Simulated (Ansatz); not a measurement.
TiC:
```
TiC
1.0
    3.61447     0.00000     0.00000
   -1.80724     3.13023     0.00000
    0.00000     0.00000     4.28600
Ti C
2 2
Direct
  0.33333   0.66667   0.25000
  0.66667   0.33333   0.75000
  0.33333   0.66667   0.75000
  0.66667   0.33333   0.25000
```

Relaxed with PBE. Special points in fractions of this cell's reciprocal vectors: Γ (0.000, 0.000, 0.000); M (0.500, 0.000, 0.000); K (0.333, 0.333, 0.000); A (0.000, 0.000, 0.500); L (0.500, 0.000, 0.500); H (0.333, 0.333, 0.500).

Q: List the band energies nearest the Fermi level at these points for DFT-PBE in the program Ansatz with PAW potentials.

A: In eV from the Fermi level; about four levels below and three above (degenerate sets whole), none deeper than 8.9 eV; points with the same levels are listed once.

| k | below | above |
|---|---|---|
| Γ | -2.59 -2.59 -2.48 -2.48 -2.44 | 0.76 0.76 1.81 |
| M | -1.81 -1.65 -1.50 -0.13 | 0.04 1.33 2.57 |
| K | -1.82 -1.82 -1.68 -1.68 -0.81 | 0.29 0.56 2.18 |
| A | -2.95 -2.95 -2.95 -2.95 -2.92 -2.92 | 2.69 2.69 2.69 2.69 |
| L | -2.23 -2.23 -1.73 -1.73 | 1.89 1.89 2.27 2.27 |
| H | -2.55 -2.55 -1.67 -1.67 | 0.93 0.93 3.30 3.30 |

Space group P6_3/mmc. The start of the workflow was typed in or built on a structure type; neither database checked (COD, Materials Project) lists it. It is not the phase usual at ambient conditions (space group No. 225). Symmetry was held in the PBE relaxation; its stability against distortions is not shown here. The run is not spin-polarised. The volume moved by -15 % from the start of the relaxation.

Potentials: the earlier of the program's two PAW sets.
